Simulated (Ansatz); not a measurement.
With the program Ansatz at the PBEsol level (PAW), AlSiGeN in the trigonal phase (R3m; Al on 3a, N on 3a, Ge on 3a, Si on 3a) relaxes to a = 2.943 Å, c = 22.883 Å. N has 4 nearest neighbours from 1.93 Å (tetrahedral). Against the elements it lies at 0.096 eV/atom, with no fitted shifts.

Electronic character: metallic (no gap).

An equation-of-state fit gives a bulk modulus of 93.7 GPa.

The start of the workflow was typed in or built on a structure type; neither database checked (COD, Materials Project) lists it. Its standing as an ambient phase is unchecked. The cell was relaxed with PBEsol under the symmetry of its start; whether a distortion lowers the energy is not shown. The references are the lowest solids computed at this level, not always the standard phases (solids in place of the gases). Scalar-relativistic: spin–orbit coupling is off unless named, which matters more the heavier the elements.

Potentials: the earlier of the program's two PAW sets. The files were generated under PBE; for other functionals the program regenerates the frozen cores, and for LDA and PBEsol the local potential too.
